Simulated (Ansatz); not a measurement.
**CuClO: reading a single point**

```
CELL_PARAMETERS angstrom
3.60980 0.00000 0.00000
0.00000 3.32384 0.00000
0.00000 0.00000 8.12992
ATOMIC_POSITIONS crystal
Cu 0.25000 0.75000 0.11080
Cu 0.75000 0.25000 0.88920
O 0.25000 0.25000 0.94500
O 0.75000 0.75000 0.05500
Cl 0.25000 0.25000 0.32800
Cl 0.75000 0.75000 0.67200
```

Level: LDA, non-collinear spin; 420 eV; 6×7×3 Γ-centred mesh; fermi-dirac occupations (width 0.1 eV); Ansatz 0.2.0, fixed geometry.

The state carries no moments; the state need not be the lowest.

Task: What do density and ELF say about some of the short contacts?

Result: Cu–O at 1.86 Å: least valence density 0.81 e/Å³ and ELF 0.24 there. Cl–Cu at 2.42 Å: least valence density 0.38 e/Å³ and ELF 0.20 there. Both are smooth PAW fields, read partly inside the augmentation spheres.

Task: Which atom feels the largest force, and which way?

Result: The largest is on Cl5 (and as large on other atoms): 1.01 eV/Å, components (0.00, 0.00, -1.01). It makes 43° with the line to a nearest neighbour, Cu1 at 2.42 Å, pointing towards it.

Task: Give the Bader charges.

Result: Bader charges in e: Cu +1.14, Cl -0.31, O -0.83. In the mean Cu gives up most and O takes most.

Task: What does the stress say?

Result: The pressure is -8.4 GPa (compression positive), so with the atoms held at these fractions the cell would first shrink; the forces are large, so a full relaxation may end otherwise. The principal stresses -10.5, -10.2, -4.4 GPa differ, so its shape would change too.

Task: What happens at the Fermi level?

Result: It is a metal, with about 5.8 states/eV a cell as the mean within 0.25 eV of the Fermi level, mostly Cl p (40 %), Cu d (31 %) and O p (27 %).

Origin: a known structure type with other elements, at an estimated volume, so it need not be a known compound.
